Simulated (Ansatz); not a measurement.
Cr:
```yaml
crystal:
  lattice:
    - [-1.40715, 1.40715, 1.40715]
    - [1.40715, -1.40715, 1.40715]
    - [1.40715, 1.40715, -1.40715]
  atoms:
    - { symbol: Cr, position: [0.00000, 0.00000, 0.00000] }
```

Relaxed with PBEsol in the plane-wave PAW code Ansatz. Indices refer to the conventional cell of Im-3m, a = b = c = 2.8143 Å, α = β = γ = 90.00°.

### Question
Simulate the powder diffraction pattern (Cu Kα, λ = 1.54184 Å; lines above 1 %) up to 2θ = 90°.

### Answer
Simulated powder pattern, Cu Kα, λ = 1.54184 Å (kinematic, ideal powder, no thermal factors, no anomalous dispersion; the 30 strongest lines at most, above 1 %, up to 2θ = 90°):

| 2θ (°) | d (Å) | I/Imax (%) | hkl |
|---|---|---|---|
| 45.58 | 1.990 | 100 | (110) |
| 66.44 | 1.407 | 14 | (200) |
| 84.29 | 1.149 | 27 | (211) |

The PBEsol relaxation kept the symmetry of its start. The workflow began spin-polarised and lost its moments. Textbook magnetic order: a spin-density-wave antiferromagnet.

Potentials: the earlier of the program's two PAW sets.
